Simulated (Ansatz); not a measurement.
Question: Name crystals whose computed values (plane-wave PAW PBEsol (Ansatz code)) fall in these windows: gap (eV) 4.7 to 6.3; highest Γ mode, no LO–TO term (cm⁻¹) 1100 to 1500; G_Hill (GPa) 120 to 160.

Answer: 

```
crystal                                    gap (eV)  highest Γ mode, no LO–TO term (cm⁻¹)  G_Hill (GPa)
-----------------------------------------  --------  ------------------------------------  ------------
AlBO3, R-3c (Al on 6b, B on 6a, O on 18e)      5.80                                  1250           142
```
Others may fit too.

Standing as an ambient phase not checked: AlBO3, R-3c (Al on 6b, B on 6a, O on 18e). The cell was relaxed under the symmetry of its start.

Potentials: the later of the program's two PAW sets.
